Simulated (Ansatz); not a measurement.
CsCdCl$_{3}$: the gap under pressure

CsCdCl$_{3}$, Pm-3m, a = 5.112 Å. The structure is a COD entry; whether it is the stable form wasn't checked. Ansatz: LDA, PAW, 420 eV, Γ-centred 6×6×6 mesh on 5 atoms, Gaussian smearing 0.02 eV; no spin polarisation. Cell and atoms are relaxed at each pressure, and no other structure is tried, so the rows at high pressure may lie past a change of phase. The gap is sought over the whole zone. The pressures are the targets, met within 0.03 GPa.

```
P (GPa) gap y (eV)
   -2.0           ?
    0.0       1.590
    2.0       1.649
    5.0       1.711
   10.0       1.775
   20.0       1.817
   40.0       1.754
```

Fit y = E0 + αP + βP² to the other rows and predict the missing gap.

Least squares on the rows shown. y = 1.6089 + 0.019097 P − 0.00038890 P². So α = 19.1 meV/GPa, but the rows at 0 and 2 GPa alone give 29 meV/GPa, so the parabola doesn't give the slope at zero pressure. With a term in P³ added, the coefficient of P becomes 0.02847, 49 % more, which shows how far this figure hangs on the form. At P = -2.0 the fit asked for gives 1.569 eV. The run gave 1.507 eV, so the fit is 0.062 eV too high, 20 % of the span of the series, against an rms of 0.014 eV on the fitted rows. The row lies outside the fitted range. With a term in P³ added, a fit to the same known rows predicts 1.532 eV, so most of the miss is curvature that the known rows already hold.

Spin-orbit coupling is left out, which matters for the bands of heavy elements. Semilocal functionals give gaps under the measured ones; changes of the gap mostly carry over better.

Symmetry holds off the tilts and polar distortions that many cubic perovskites undergo.